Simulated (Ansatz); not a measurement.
VSi2 (CrSi2 type, space group P6_222)

```xyz
9
Lattice="4.5307 0.0000 0.0000 -2.2653 3.9237 0.0000 0.0000 0.0000 6.3246" Properties=species:S:1:pos:R:3 pbc="T T T"
V      2.2653     0.0000     0.0000
V      1.1327     1.9618     2.1082
V     -1.1327     1.9618     4.2164
Si     0.0000     1.2763     0.0000
Si     3.4254     0.6382     2.1082
Si     1.1600     3.2855     4.2164
Si     2.2653     2.6474     0.0000
Si    -1.1600     3.2855     2.1082
Si     1.1053     0.6382     4.2164
```

The slice is a (-1 1 0 2) plane (indices of the conventional cell) through the point (0.500, 0.500, 0.333) (fractional), spanned by u = [110] and v = [1 -1 1] in vectors of this cell: u (4.53 Å) and v (10.08 Å, at 90° to u). It covers one period; positions are fractions (u, v).

Method: r2SCAN (plane waves to 500 eV, PAW, scalar-relativistic; Ansatz, a first-principles code). k mesh 12×12×8. Near the nuclei the fields are pseudised (PAW); where an atom keeps semicore shells as valence, they peak there. Relaxed VSi2 ends with no sizeable moment though spin was allowed. VSi2 was relaxed with its symmetry unable to fall. The magnetic order is the one the run started from; other orders were not tried.

### Question
Predict the map of the electron localisation function (ELF) on the slice.

### Answer
```
v \ u  0.00  0.18  0.36  0.55  0.73  0.91
-----  ----  ----  ----  ----  ----  ----
0.88   0.22  0.39  0.64  0.69  0.68  0.31
0.75   0.22  0.62  0.42  0.33  0.26  0.36
0.62   0.60  0.16  0.15  0.67     x  0.66
0.50   0.13  0.66  0.53  0.18  0.75  0.31
0.38   0.60  0.16  0.15  0.67     x  0.66
0.25   0.22  0.62  0.42  0.33  0.26  0.36
0.12   0.22  0.39  0.64  0.69  0.68  0.31
0.00      x  0.26  0.61  0.66  0.29     x
```

Values: electron localisation function (ELF). Points within 0.5 Å of a nucleus are blanked (x), as the pseudised field means little there.
